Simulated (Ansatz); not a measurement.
BaO:
Space group Fm-3m (No. 225); a = 5.4898 Å, b = 5.4898 Å, c = 5.4898 Å, α = 90.00°, β = 90.00°, γ = 90.00°

| atom | site | symmetry | x | y | z |
|---|---|---|---|---|---|
| Ba | 4a | m-3m | 0.0000 | 0.0000 | 0.0000 |
| O | 4b | m-3m | 0.5000 | 0.5000 | 0.5000 |
(The calculation used a cell of 2 atoms; values per cell refer to that cell.)

Relaxed with PBEsol.

Problem. Give the optical modes at the zone centre with their infrared activity from DFPT, the program Ansatz at the PBEsol level (PAW).

Solution. Transverse frequencies, without the LO–TO term; a row sums one degenerate level.

| ω (cm⁻¹) | degeneracy | IR ((D/Å)²/amu) | activity | symmetry |
|---|---|---|---|---|
| 77 | 3 | 37.26 | IR | T1u |

Problem. How high does the top mode go among those that the LO–TO term moves?

Solution. 394 cm⁻¹ for q along x.

The cell was relaxed with PBEsol under the symmetry of its start; of distortions, only those at the zone centre were tested. Scalar-relativistic: spin–orbit coupling is off unless named, which matters more the heavier the elements.

Potentials: the later of the program's two PAW sets.
